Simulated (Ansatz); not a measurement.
Level of theory: DFT PBE, scalar-relativistic, plane waves, PAW in Ansatz 0.2.0. All cells share a 420 eV cutoff and Γ-centred k meshes spaced at most about 0.3 Å⁻¹ (about 0.25 or finer for metals, 2π included). No spin polarisation in the final relaxations.

These are static total energies at zero pressure.

Compare these two cells of MgCdTe₃, each relaxed at this level.

A.

```
CELL_PARAMETERS angstrom
3.32728 1.92101 4.67885
-3.32728 1.92101 4.67885
0.00000 -3.84201 4.67885
ATOMIC_POSITIONS crystal
Mg 0.00000 0.00000 0.00000
Cd 0.50000 0.50000 0.50000
Te 0.50000 0.50000 0.00000
Te 0.00000 0.50000 0.50000
Te 0.50000 0.00000 0.50000
```

B.

```
CELL_PARAMETERS angstrom
5.50223 0.00000 0.00000
0.00000 5.50223 0.00000
0.00000 0.00000 5.50223
ATOMIC_POSITIONS crystal
Mg 0.50000 0.50000 0.50000
Cd 0.00000 0.00000 0.00000
Te 0.00000 0.50000 0.50000
Te 0.50000 0.00000 0.50000
Te 0.50000 0.50000 0.00000
```

Problem. Which is lower in energy, and by how much?

Solution. A is lower, by 188 meV/atom. A has space group R-3m (No. 166), 35.9 Å³/atom and no gap on its mesh; B has the cubic perovskite type, space group Pm-3m (No. 221), 33.3 Å³/atom and no gap. Counting Te atoms around Cd and Mg (those within 1.25 times the shortest such distance or 1.15 times the sum of covalent radii; the shortest distance is added where it exceeds 1.18 times the sum of covalent radii), A has Mg 6 from 3.3 Å, Cd 6 and B has Mg 6, Cd 12 from 3.9 Å. The lower one is the more open, so pressure narrows the difference. Even the lower one lies +0.04 eV/atom against the reference forms of the elements (uncorrected), so neither is stable at this level. In A, around Mg lie 6 Te at 3.33 Å; Cd is surrounded by 6 Te at 3.03 Å; around Te lie 2 Cd at 3.03 Å, 2 Mg at 3.33 Å and 4 Te at 3.33 Å. In B, around Mg lie 6 Te at 2.75 Å; around Cd lie 12 Te at 3.89 Å; Te is surrounded by 2 Mg at 2.75 Å, 4 Cd at 3.89 Å and 8 Te at 3.89 Å. Both come from invented guesses. A third cell relaxed alike, in R32, lies 0.31 eV/atom below the lower of the two.

These runs have no spin–orbit coupling, which can matter for Te. A magnetic state wasn't ruled out in cells without spin, among them Pm-3m. Cells relaxed within their symmetry can be saddle points.
